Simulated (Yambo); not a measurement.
A G0W0@PBEsol run in Yambo for K₂Pt (space group Fm-3m, No. 225) (2×2×2 Γ-centred k mesh, bands 9 to 310 and a 7 Ry block in the screening, 310 bands in G with the Bruneval-Gonze terminator, plasmon pole fitted at 27.2 eV) gives these matrix elements, in eV, at the band edges (X → L):

```csv
state,E0,<Vxc>,<Σx>,<Σc(E0)>,Z
valence edge,0.000,-18.904,-23.126,3.398,0.767
conduction edge,0.972,-7.227,-3.895,-3.129,0.818
```

**Question.** Solve the linearised quasiparticle equation for both states, give the gap, and say how exchange and correlation each act on it.

**Answer.** E = E0 + Z(Σx + Σc − Vxc). Valence: 0.000 + 0.767 × (-23.126 + (3.398) − (-18.904)) = -0.63 eV. Conduction: 0.972 + 0.818 × (-3.895 + (-3.129) − (-7.227)) = 1.14 eV. The gap is 1.77 eV, against 0.97 eV in PBEsol. Replacing Vxc by bare exchange alone would open it by 7.55 eV; correlation takes back 6.53 eV of that, and Z scales what is left. Nearest settings tried, and what they do to the gap: 200 bands in W, 200 bands in G: -23 meV; 3 Ry block (65 vectors against 259): -118 meV. Not varied: mesh. So the settings aren't converged at that level. The k mesh is coarse. 

Spin-orbit coupling is included.

Geometry relaxed with PBEsol; primitive cell a = 5.284 Å, b = 5.284 Å, c = 5.284 Å, α = 60.00°, β = 60.00°, γ = 60.00°.

The structure is a Materials Project entry; no match was found in the copy of COD used, and its stability was not checked.
